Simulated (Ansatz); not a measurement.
Input for Ansatz (plane-wave DFT, PAW):

```yaml
crystal:
  lattice:
    - [5.0393684365, 0.0, 0.0]
    - [0.0, 5.0393684365, 0.0]
    - [0.0, 0.0, 24.7826573916]
  atoms:
    - { symbol: Cu, position: [0.25, 0.25, 0.3228063832] }
    - { symbol: Cu, position: [0.25, 0.75, 0.3228063832] }
    - { symbol: Cu, position: [0.75, 0.25, 0.3228063832] }
    - { symbol: Cu, position: [0.75, 0.75, 0.3228063832] }
    - { symbol: Cu, position: [0.5, 0.5, 0.3946988268] }
    - { symbol: Cu, position: [0.5, 0.0, 0.3946988268] }
    - { symbol: Cu, position: [0.0, 0.5, 0.3946988268] }
    - { symbol: Cu, position: [0.0, 0.0, 0.3946988268] }
    - { symbol: Cu, position: [0.7500615544, 0.7499678339, 0.468045359] }
    - { symbol: Cu, position: [0.7500744382, 0.2499000594, 0.4681937034] }
    - { symbol: Cu, position: [0.249989608, 0.7499535597, 0.4681293821] }
    - { symbol: Cu, position: [0.249981425, 0.2499167331, 0.4680448771] }
    - { symbol: Cu, position: [-0.0002347117, 0.0001678487, 0.5396696381] }
    - { symbol: Cu, position: [0.0006436362, 0.5005445672, 0.5389695227] }
    - { symbol: Cu, position: [0.4993755188, -0.0006967553, 0.5389532277] }
    - { symbol: Cu, position: [0.5003963127, 0.4995539913, 0.5395628208] }
    - { symbol: O, position: [-0.4044854274, 0.4043267528, 0.665967929] }
    - { symbol: C, position: [-0.2406430361, 0.2397006931, 0.6643066921] }
    - { symbol: O, position: [-0.0766987364, 0.0749693265, 0.662911847] }
basis:
  ecutwfc: 420
kpoints:
  mp_grid: { grid: [4, 4, 1] }
hamiltonian:
  xc: pbe
  dispersion: d3bj
scf:
  occupations: { method: gaussian, width: 0.1 }
output:
  forces: true
  eigenvalues: true
  write_density: true
  volumetric_format: npy
efield:
  axis: 3
  dipole_correction: true
  ramp_width: 0.04
```

Launched with
```bash
ansatz run input.yaml --threads 4 --pin off --max-ram 10240MiB --backend cpu --events-out ev --progress --plain --runs-dir out
```

Level of theory: DFT PBE+D3(BJ), scalar-relativistic, plane waves, PAW in Ansatz.

From the run's log, abridged (final results; tables in files aren't shown):

```
SCF 1 converged in 11 iterations: F = -107389.588953 eV  dr2 = 4.54e-8
SCF converged after 11 iterations
Free energy (F): -107389.588953 eV
Harris-Foulkes:  -107389.588953 eV  (|F-HF|=6.06e-8)
Internal energy: -107389.544193 eV  (E = F + TS)
E sigma→0 (E₀):  -107389.566573 eV
Entropy (-TS):   -0.044760 eV (-2.356 meV/atom)
Fermi energy:    2.472011 eV
Dipole field:    D = 0.011033 V/Å  (p = 0.038374 e·Å, saw-weighted, corrected)
Work function:   Φ+ = 4.2327 eV   Φ− = 4.5061 eV
Levels:          The Fermi level and band energies are counted from a zero that moves with the ramp; work functions are not
--- Per-component energies (eV) ---
  E_band       = -10202.512508
  E_kinetic    = 5233.849019
  E_local      = -764626.058290  (includes V_loc(G=0)·N_el)
  E_nonlocal   = 6382.742616
  E_hartree    = 376112.834803
  E_xc         = -1616.769687
  E_vxc        = -2080.505847  (∫ρ·V_xc dr)
  E_paw        = -27040.434477  (= ΣΔE_a)
  E_vpaw       = -7342.651591  (= ΣTr[D̂ρ^β])
  E_aug_tail   = 0.009147  (compensation charges beyond the density's cutoff)
  E_efield     = 0.000212  (sawtooth field / dipole correction)
  E_vefield    = 4.506887  (∫n·V_field dr)
  E_ewald      = 298171.279300
  E_disp       = -6.996835  (pairwise vdW)
  E_smearing   = -0.044760  (= −TS)
--- Forces (eV/Å), atoms counted from 1 ---
  atom   1  Cu    -0.00089073    -0.00092293     0.06686625
  atom   2  Cu    -0.00090233     0.00088449     0.06663251
  atom   3  Cu     0.00090932    -0.00090519     0.06450130
  atom   4  Cu     0.00091395     0.00085962     0.06688604
  atom   5  Cu     0.00076293    -0.00103838    -0.06360261
  atom   6  Cu     0.00076584     0.00000590    -0.06375612
  atom   7  Cu    -0.00037839    -0.00107070    -0.06419652
  atom   8  Cu    -0.00023924    -0.00010454    -0.06666593
  atom   9  Cu     0.00054132     0.00098205     0.00079807
  atom  10  Cu     0.00057054    -0.00071337    -0.00178032
  atom  11  Cu    -0.00066711     0.00109810    -0.00091801
  atom  12  Cu    -0.00073642    -0.00084571     0.00077638
  atom  13  Cu    -0.00055520     0.00082753    -0.01257589
  atom  14  Cu    -0.00004816    -0.00107487     0.00148708
  atom  15  Cu     0.00137870     0.00037412     0.00259155
  atom  16  Cu    -0.00091662     0.00090759    -0.00306083
  atom  17  O      0.01561846    -0.01602682     0.01416377
  atom  18  C      0.00061967    -0.00070250    -0.03109256
  atom  19  O     -0.01674801     0.01746699     0.02294104
--- Band table (eV; the first three rows and the last of 10) ---
  k-point 0: bands = ["-110.2226", "-110.2152", "-110.2105", "-110.2105", "-110.2085", "-110.2078", "-110.2062", "-110.2026", "-109.7598", "-109.7549", "-109.7536", "-109.7486", "-109.7394", "-109.7342", "-109.7332", "-109.7280", "-67.6371", "-67.6351", "-67.6335", "-67.6332", "-67.6323", "-67.6320", "-67.6088", "-67.6025", "-67.6024", "-67.5723", "-67.5679", "-67.5679", "-67.5677", "-67.5670", "-67.5649", "-67.5645", "-67.5639", "-67.5546", "-67.5537", "-67.5524", "-67.5496", "-67.5494", "-67.5464", "-67.5463", "-67.1836", "-67.1824", "-67.1778", "-67.1775", "-67.1632", "-67.1631", "-67.1575", "-67.1575", "-67.1179", "-67.1175", "-67.1142", "-67.1126", "-67.1121", "-67.1092", "-67.1055", "- ...
  k-point 1: bands = ["-110.2216", "-110.2154", "-110.2112", "-110.2099", "-110.2083", "-110.2073", "-110.2068", "-110.2034", "-109.7590", "-109.7553", "-109.7532", "-109.7494", "-109.7386", "-109.7346", "-109.7327", "-109.7288", "-67.6344", "-67.6305", "-67.6304", "-67.6295", "-67.6268", "-67.6224", "-67.6072", "-67.6003", "-67.5982", "-67.5801", "-67.5754", "-67.5712", "-67.5676", "-67.5664", "-67.5651", "-67.5642", "-67.5621", "-67.5582", "-67.5577", "-67.5565", "-67.5558", "-67.5516", "-67.5479", "-67.5463", "-67.1823", "-67.1784", "-67.1735", "-67.1682", "-67.1623", "-67.1582", "-67.1536", "-67.1480", "-67.1273", "-67.1224", "-67.1170", "-67.1137", "-67.1122", "-67.1095", "-67.1071", "- ...
  k-point 2: bands = ["-110.2204", "-110.2161", "-110.2114", "-110.2089", "-110.2083", "-110.2080", "-110.2056", "-110.2051", "-109.7572", "-109.7569", "-109.7515", "-109.7512", "-109.7372", "-109.7360", "-109.7312", "-109.7304", "-67.6319", "-67.6292", "-67.6273", "-67.6269", "-67.6084", "-67.6080", "-67.6050", "-67.6038", "-67.5867", "-67.5840", "-67.5814", "-67.5809", "-67.5738", "-67.5735", "-67.5692", "-67.5664", "-67.5644", "-67.5634", "-67.5621", "-67.5612", "-67.5533", "-67.5519", "-67.5470", "-67.5462", "-67.1805", "-67.1802", "-67.1609", "-67.1597", "-67.1508", "-67.1501", "-67.1457", "-67.1449", "-67.1309", "-67.1300", "-67.1252", "-67.1247", "-67.1155", "-67.1152", "-67.1109", "- ...
  k-point 9: bands = ["-110.2190", "-110.2127", "-110.2122", "-110.2120", "-110.2079", "-110.2069", "-110.2067", "-110.2064", "-109.7550", "-109.7547", "-109.7537", "-109.7534", "-109.7352", "-109.7332", "-109.7332", "-109.7332", "-67.6076", "-67.6060", "-67.6058", "-67.6035", "-67.6025", "-67.6018", "-67.5997", "-67.5989", "-67.5958", "-67.5946", "-67.5941", "-67.5924", "-67.5760", "-67.5758", "-67.5751", "-67.5744", "-67.5739", "-67.5733", "-67.5730", "-67.5726", "-67.5536", "-67.5525", "-67.5521", "-67.5510", "-67.1490", "-67.1486", "-67.1482", "-67.1481", "-67.1478", "-67.1472", "-67.1470", "-67.1466", "-67.1291", "-67.1291", "-67.1277", "-67.1273", "-67.1272", "-67.1272", "-67.1271", "- ...
```

Self-consistency was reached.

It took 21 s on 4 threads of Intel(R) Xeon(R) 6975P-C (Granite Rapids) (shared host), peak memory 2.6 GiB.